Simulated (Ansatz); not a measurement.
Sc2Al:
```yaml
crystal:
  lattice:
    - [-1.57207, 1.57207, 6.45667]
    - [1.57207, -1.57207, 6.45667]
    - [1.57207, 1.57207, -6.45667]
  atoms:
    - { symbol: Al, position: [0.00000, 0.00000, 0.00000] }
    - { symbol: Sc, position: [0.34676, 0.34676, 0.00000] }
    - { symbol: Sc, position: [0.65324, 0.65324, 0.00000] }
```

Relaxed with r²SCAN. Special points in fractions of this cell's reciprocal vectors: Γ (0.000, 0.000, 0.000); X (0.000, 0.000, 0.500); P (0.250, 0.250, 0.250); N (0.000, 0.500, 0.000); M (0.500, 0.500, -0.500); S (0.265, 0.735, -0.265); S0 (-0.265, 0.265, 0.265); R (-0.030, 0.030, 0.500); G (0.500, 0.500, -0.030).

### Question
List the band energies nearest the Fermi level at these points for plane-wave PAW r²SCAN (Ansatz code).

### Answer
In eV from the Fermi level; about four levels below and three above (degenerate sets whole), none deeper than 8.9 eV; points with the same levels are listed once.

```json
[
 {"k": "Γ", "below": "-8.10 -3.55 -2.99 -0.05", "above": "0.51 1.49 1.82"},
 {"k": "X", "below": "-1.91 -1.77 -1.72 -0.02", "above": "0.69 1.00 1.63"},
 {"k": "P", "below": "-2.76 -1.82 -1.82 -1.80", "above": "0.35 0.35 0.87"},
 {"k": "N", "below": "-3.73 -1.38 -1.10 -0.53", "above": "0.70 0.92 2.18"},
 {"k": "M", "below": "-7.82 -5.11 -1.19 -0.23", "above": "0.61 0.77 2.06 2.06"},
 {"k": "S", "below": "-3.58 -1.73 -0.91 -0.43", "above": "0.76 0.83 2.17"},
 {"k": "R", "below": "-1.89 -1.77 -1.74 -0.04", "above": "0.81 0.99 1.64"}
]
```

Space group I4/mmm (MoSi2 or CaC2 type). A made-up cell: these elements were put on the sites of a structure type; neither database checked (COD, Materials Project) lists it. Its standing as an ambient phase is unchecked. The cell was relaxed with r²SCAN under the symmetry of its start; its stability against distortions is not shown here. The run is not spin-polarised.

Potentials: the earlier of the program's two PAW sets.
